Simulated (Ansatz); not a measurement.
Compressing ZrGeSe: a fit and a missing row

ZrGeSe, P4/nmm, a = 3.681 Å, c = 8.267 Å. The structure is a COD entry; whether it is the stable form wasn't checked. Ansatz: PBEsol, PAW, 420 eV, Γ-centred 10×10×6 mesh on 6 atoms, Gaussian smearing 0.10 eV; no spin polarisation. Shape and atoms are relaxed at each volume; pressure is positive in compression.

| V (Å³/atom) | P (GPa) |
| --- | --- |
| 17.548 | ? |
| 18.108 | 3.83 |
| 18.668 | 0.01 |
| 19.228 | -3.22 |
| 19.788 | -5.85 |

**Question.** Take V0 = 18.668 Å³/atom, count pressures from its P0 = 0.01 GPa, fit the third-order Birch–Murnaghan form to the other rows, and predict the missing pressure.

**Answer.** With the Eulerian strain f = ½[(V0/V)^(2/3) − 1] and y = (P − P0)/[3f(1 + 2f)^(5/2)], the form is the line y = B0 + 1.5 B0 (B0′ − 4) f. Rows (f, y): 0.01026, 118.0; -0.00976, 115.9; -0.01905, 113.0. Means f = -0.006183, y = 115.63; Σ(Δf)² = 0.0004487, ΣΔfΔy = 0.07184; the slope is their ratio. y = 116.6 + 160.1 f GPa, so B0 = 116.6 GPa and B0′ = 4 + 2 × (160.1)/(3 × 116.6) = 4.92. At V = 17.548, f = 0.02105, y = 119.97 and P = 8.41 GPa. The run gave 8.36 GPa, so the fit is 0.05 GPa too high, a small miss on the scale of the series. The form still works here, 33 % of the fitted range beyond its end.

Cost: 5 runs of about 11 core-minutes in all, on Arm Neoverse V2 (shared hosts).